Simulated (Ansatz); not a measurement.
The end of the path is a generated cell of Mn: the first start was made by placing the elements on the sites of a structure type, and the end was not matched to a known phase here, so it may be hypothetical.

A geometry of Mn away from equilibrium: step 3 of the relaxation of a generated cell, Mn placed in the AFLOW prototype A_cI16_220_c (as in Li). All values below come from PBE (plane waves to 420 eV, PAW, scalar-relativistic; Ansatz, a program for electronic structure). Γ-centred k-mesh 8×8×8 on the run's cell (coarser than for final values), Fermi–Dirac smearing 0.05 eV. The plane waves were selected for a different cell earlier on the path.

```
CELL_PARAMETERS angstrom
     -2.74335     2.74335     2.74335
      2.74335    -2.74335     2.74335
      2.74335     2.74335    -2.74335
ATOMIC_POSITIONS crystal
  Mn 0.43760 0.43760 0.43760
  Mn 0.50000 0.00000 0.06240
  Mn 0.00000 0.06240 0.50000
  Mn 0.06240 0.50000 0.00000
  Mn 0.93760 0.93760 0.93760
  Mn 0.50000 0.00000 0.56240
  Mn 0.00000 0.56240 0.50000
  Mn 0.56240 0.50000 0.00000
```
Spin-polarised start, with parallel moments on Mn.

Task: Give the Cartesian forces on all atoms (eV/Å).

Result: 
```csv
atom,Fx,Fy,Fz
Mn1,0.39,0.39,0.39
Mn2,-0.39,-0.39,0.39
Mn3,-0.39,0.39,-0.39
Mn4,0.39,-0.39,-0.39
Mn5,0.39,0.39,0.39
Mn6,-0.39,-0.39,0.39
Mn7,-0.39,0.39,-0.39
Mn8,0.39,-0.39,-0.39
```

The path ends in I-43d (No. 220) (AFLOW prototype A_cI16_220_c (as in Li)). Spin state reached: ferromagnetic (net 0.57 μB/atom), from parallel starting moments; other spin orders were not run from this start.

The run could not lose the symmetry of its start: the end is stationary, and may be a saddle point rather than a minimum.
